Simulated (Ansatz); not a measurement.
LaB$_{6}$ (CaB6 type, space group Pm-3m)

```
LaB6
1.0
    4.15497     0.00000     0.00000
    0.00000     4.15497     0.00000
    0.00000     0.00000     4.15497
La B
1 6
Cartesian
  0.00000   0.00000   0.00000
  0.83011   2.07748   2.07748
  3.32485   2.07748   2.07748
  2.07748   2.07748   0.83011
  2.07748   2.07748   3.32485
  2.07748   0.83011   2.07748
  2.07748   3.32485   2.07748
```

E(V) scan at fixed shape, V₀ the volume above. The atoms relax within the cell's symmetry.

Computed with PBE (plane waves to 420 eV, PAW, scalar-relativistic; Ansatz, an electronic-structure program). k mesh 11×11×11 (Γ-centred), Fermi-Dirac smearing 0.05 eV. E stands for the smeared free energy. Compression counts positive. LaB6 is run without spin polarisation. LaB6 was relaxed with its symmetry unable to fall. ΔE is measured from the relaxed starting cell.

```
V (Å³/cell)  ΔE (eV/atom)  P (GPa)
-----------  ------------  -------
67.43               0.022     12.0
68.29               0.014      9.4
69.15               0.008      6.8
70.01               0.003      4.4
70.87               0.001      2.1
71.73               0.000      0.0
72.59               0.001     -2.0
73.45               0.003     -3.9
74.31               0.007     -5.8
75.17               0.012     -7.5
76.03               0.018     -9.1
```

Read from the data:

```yaml
pressure_at_the_smallest_volume: 12.0 GPa
energy_cost_of_the_largest_compression: 22 meV/atom
energy_cost_of_the_largest_expansion: 18 meV/atom
Bulk modulus B₀ (third-order Birch-Murnaghan fit): 174 GPa
Pressure derivative B₀′ (fit): 3.7
equilibrium_volume_of_the_fit: 10.25 Å³/atom
Pressure for 5 % compression (fit): 9.8 GPa
```

(A scan under strain: stresses follow from slopes of the energy per volume, elastic moduli from its curvatures.)
